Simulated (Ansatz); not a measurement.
Ba2EuAgO6: reading a single point

```
Ag O Eu Ba
1.0
     0.00000    4.20021    4.20021
     4.20021    0.00000    4.20021
     4.20021    4.20021    0.00000
Ag O Eu Ba
1 6 1 2
Direct
  0.00000 0.00000 0.00000
  0.76500 0.23500 0.23500
  0.23500 0.76500 0.23500
  0.23500 0.76500 0.76500
  0.76500 0.23500 0.76500
  0.23500 0.23500 0.76500
  0.76500 0.76500 0.23500
  0.50000 0.50000 0.50000
  0.25000 0.25000 0.25000
  0.75000 0.75000 0.75000
```

Method: r2SCAN, no spin polarisation; PAW, plane waves to 500 eV, 4×4×4 Γ-centred mesh, fermi-dirac occupations (width 0.1 eV) (Ansatz 0.2.0), atoms fixed.

- Electronic structure: The gap is 0.39 eV, indirect (the least direct gap found is 0.39 eV).
- Charges: Bader charges in e: Ba +1.59, Eu +2.06, Ag +1.59, O -1.14. In the mean Eu gives up most and O takes most.
- Stress: The pressure is 1.0 GPa (compression positive), so with the atoms held at these fractions the cell would first expand; the forces are large, so a full relaxation may end otherwise.
- Forces: The largest is on O3 (and as large on other atoms): 1.21 eV/Å, components (0.12, 1.20, 0.12). It makes 172° with the line to a nearest neighbour, Ag1 at 1.97 Å, pointing away from it.

Origin: a known structure type with other elements, at an estimated volume, so it need not be a known compound. Caveats: the state breaks the symmetry of the cell; no spin polarisation, so a magnetic state may lie lower; open f shell without moments.
